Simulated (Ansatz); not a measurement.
Given:

ScF₃:
```yaml
crystal:
  lattice:
    - [4.03341, 0.00000, 0.00000]
    - [0.00000, 4.03341, 0.00000]
    - [0.00000, 0.00000, 4.03341]
  atoms:
    - { symbol: Sc, position: [0.00000, 0.00000, 0.00000] }
    - { symbol: F, position: [0.00000, 0.00000, 0.50000] }
    - { symbol: F, position: [0.50000, 0.00000, 0.00000] }
    - { symbol: F, position: [0.00000, 0.50000, 0.00000] }
```

This is the r²SCAN-relaxed structure.

### Question
All from DFT-r²SCAN in the program Ansatz with PAW potentials, unless another level is named. Predict the Young's modulus.

### Answer
114 GPa.

### Question
What about the highest zone-centre frequency (without LO–TO term)?

### Answer
467 cm⁻¹.

Space group Pm-3m (ReO3 type). The workflow started from a Materials Project entry (that database holds measured and hypothetical structures alike); the Crystallography Open Database files this formula in space group No. 221, but the cells were not matched. Whether it is the stable phase at ambient conditions was not checked. Symmetry was held in the r²SCAN relaxation; phonons on a q-mesh show weakly imaginary modes. The run is not spin-polarised.

Potentials: the earlier of the program's two PAW sets.
